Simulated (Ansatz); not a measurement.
Computed energy against volume: Zn (hcp, Mg type)

Zn (hcp, Mg type), conventional cell a = b = 2.6222 Å, c = 5.1932 Å, α = β = 90.00°, γ = 120.00°. The calculation uses the primitive cell of 2 atoms, to which meshes and values per cell refer.

The volume is varied about the relaxed value V₀ at fixed cell shape. Symmetry pins the atoms to their sites.

Computed with PBE (plane waves to 420 eV, PAW, scalar-relativistic; Ansatz, an electronic-structure program). k mesh 20×20×9 (Γ-centred), Fermi-Dirac smearing 0.05 eV. E stands for the smeared free energy. Stress and pressure are positive under compression. With the shape held, the modulus is that of even scaling; a crystal free to change shape is softer. The PAW data are Ansatz's earlier set. Zn was relaxed with its symmetry unable to fall. The zero of ΔE is the relaxed starting cell.

```tsv
V (Å³/cell)	ΔE (meV/atom)	P (GPa)
25.98	130	20.0
26.97	77	14.3
27.96	40	9.6
28.94	17	5.8
29.93	4	2.6
30.92	0	0.0
31.91	3	-2.1
32.90	13	-3.9
33.89	27	-5.3
34.88	45	-6.4
35.87	66	-7.3
```

Summary:

```
Property                                                                      Result
---------------------------------------------------------------------  -------------
Pressure at the smallest volume                                             20.0 GPa
Energy cost of the largest compression                                  130 meV/atom
Energy cost of the largest expansion                                     66 meV/atom
Bulk modulus at fixed cell shape B₀ (third-order Birch-Murnaghan fit)       73.1 GPa
Pressure derivative B₀′ (fit)                                                    5.2
Equilibrium volume of the fit                                          15.47 Å³/atom
Pressure for 5 % compression (fit)                                           4.3 GPa
```

(Under strain, the slope of the energy per volume gives the stress and its curvature an elastic modulus.)
